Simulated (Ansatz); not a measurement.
## Sc-45 NMR of the central transition in NaCaScS3O12

Cell: a Materials Project structure (computed, not necessarily an observed phase), taken as it stands.

```cif
data_structure
_symmetry_space_group_name_H-M 'P 1'
_symmetry_Int_Tables_number 1
_cell_length_a 9.4864
_cell_length_b 9.4864
_cell_length_c 9.4864
_cell_angle_alpha 56.446
_cell_angle_beta 56.446
_cell_angle_gamma 56.446
_cell_volume 554.06
loop_
_atom_site_label
_atom_site_type_symbol
_atom_site_fract_x
_atom_site_fract_y
_atom_site_fract_z
_atom_site_occupancy
Na1 Na 0.49914 0.49914 0.49914 1
Na2 Na 0.99914 0.99914 0.99914 1
Ca3 Ca 0.35135 0.35135 0.35135 1
Ca4 Ca 0.85135 0.85135 0.85135 1
Sc5 Sc 0.65052 0.65052 0.65052 1
Sc6 Sc 0.15052 0.15052 0.15052 1
S7 S 0.54112 0.95055 0.25927 1
S8 S 0.95055 0.25927 0.54112 1
S9 S 0.25927 0.54112 0.95055 1
S10 S 0.04112 0.75927 0.45055 1
S11 S 0.75927 0.45055 0.04112 1
S12 S 0.45055 0.04112 0.75927 1
O13 O 0.51270 0.10094 0.28868 1
O14 O 0.10094 0.28868 0.51270 1
O15 O 0.28868 0.51270 0.10094 1
O16 O 0.01270 0.78868 0.60094 1
O17 O 0.78868 0.60094 0.01270 1
O18 O 0.60094 0.01270 0.78868 1
O19 O 0.48871 0.88285 0.72635 1
O20 O 0.88285 0.72635 0.48871 1
O21 O 0.72635 0.48871 0.88285 1
O22 O 0.98871 0.22635 0.38285 1
O23 O 0.22635 0.38285 0.98871 1
O24 O 0.38285 0.98871 0.22635 1
O25 O 0.41979 0.20893 0.60369 1
O26 O 0.20893 0.60369 0.41979 1
O27 O 0.60369 0.41979 0.20893 1
O28 O 0.91979 0.10369 0.70893 1
O29 O 0.10369 0.70893 0.91979 1
O30 O 0.70893 0.91979 0.10369 1
O31 O 0.55805 0.78215 0.42522 1
O32 O 0.78215 0.42522 0.55805 1
O33 O 0.42522 0.55805 0.78215 1
O34 O 0.05805 0.92522 0.28215 1
O35 O 0.92522 0.28215 0.05805 1
O36 O 0.28215 0.05805 0.92522 1
```

Sites (sets of like atoms) are named by element and the number of their first atom in this list.

Method: Kohn–Sham DFT in Ansatz, PBE, plane waves and PAW, scalar-relativistic, 420 eV cutoff, Γ-centred 3×3×3 k-points, Fermi–Dirac smearing 0.02 eV.

Sc-45 has I = 7/2 and Q = -220.0 mb (Pyykkö 2018); at 21.1 T its Larmor frequency is ν₀ = 218.6 MHz. Only the quadrupole interaction is simulated: positions count from each site's isotropic chemical shift, and J coupling is left out, as are shift anisotropy and dipolar coupling, which fast spinning averages.

**Question.** Simulate the second-order pattern (fast magic-angle spinning, Gaussian broadening 0.01 kHz) of site Sc (6 O at 2.13–2.19 Å).

**Answer.** The calculation gives C_Q = 4.73 MHz and η = 0.00, so ν_Q = 0.338 MHz and the centre of gravity lies at -1.19 ppm (-0.261 kHz).

offset (kHz), height and a bar:
```
  -0.6780          0 
  -0.6580          0 
  -0.6380          4 #
  -0.6181          4 #
  -0.5981          4 #
  -0.5782          4 #
  -0.5582          4 #
  -0.5382          4 #
  -0.5183          5 #
  -0.4983          4 #
  -0.4783          5 #
  -0.4584          5 #
  -0.4384          5 ##
  -0.4184         18 #####
  -0.3985         75 #######################
  -0.3785         43 #############
  -0.3585         35 ##########
  -0.3386         31 #########
  -0.3186         29 #########
  -0.2986         28 #########
  -0.2787         28 ########
  -0.2587         28 ########
  -0.2388         28 ########
  -0.2188         29 #########
  -0.1988         30 #########
  -0.1789         33 ##########
  -0.1589         36 ###########
  -0.1389         42 #############
  -0.1190         56 #################
  -0.0990        100 ##############################
  -0.0790          6 ##
  -0.0591          0
```

An axis of threefold or higher order runs through Sc, so V_zz lies along it and η is zero.

The largest force is 0.4 eV/Å, so the atoms aren't at the calculated equilibrium and relaxing them would move these values.
